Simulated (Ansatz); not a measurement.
Relaxed-ion elastic tensor of PbS (rock salt, Fm-3m) in GPa (Voigt order), the program Ansatz at the PBE level (PAW); density 7.33 g/cm³, 27.12 Å³ per atom.

```
 125  16.8  16.8   0.0   0.0   0.0
16.8   125  16.8   0.0   0.0   0.0
16.8  16.8   125   0.0   0.0   0.0
 0.0   0.0   0.0  20.1   0.0   0.0
 0.0   0.0   0.0   0.0  20.1   0.0
 0.0   0.0   0.0   0.0   0.0  20.1
```

**Question.** Is the crystal mechanically stable?

**Answer.** Yes: the smallest eigenvalue of C is 20.1 GPa.

**Question.** Work out the Voigt, Reuss and Hill averages.

**Answer.** K_V = 52.9, K_R = 52.9, K_H = 52.9; G_V = 33.7, G_R = 26.8, G_H = 30.3 GPa.

**Question.** Give Young's modulus, Poisson's ratio, Pugh's ratio and the universal anisotropy index.

**Answer.** E = 9KG/(3K + G) = 76.2 GPa; ν = 0.26; K/G = 1.75 (near the Pugh limit of 1.75, no verdict); A_U = 5G_V/G_R + K_V/K_R − 6 = 1.28.

**Question.** Estimate the sound speeds and the Debye temperature.

**Answer.** v_l = √((K + 4G/3)/ρ) = 3570 m/s, v_t = √(G/ρ) = 2030 m/s, mean 2260 m/s; Θ = (h/k)(3n/4πV)^(1/3) v_m = 224 K.

**Question.** Give the Zener ratio and Young's modulus along [100], [110] and [111].

**Answer.** A = 2C44/(C11 − C12) = 0.37; 1/E = S11 − 2(S11 − S12 − S44/2)Γ with Γ = 0, 1/4, 1/3 gives 121, 62.1, 53.5 GPa.

The cell was relaxed with PBE under the symmetry of its start; of distortions, only those at the zone centre were tested. Scalar-relativistic: spin–orbit coupling is off unless named, which matters more the heavier the elements.

Potentials: the later of the program's two PAW sets.
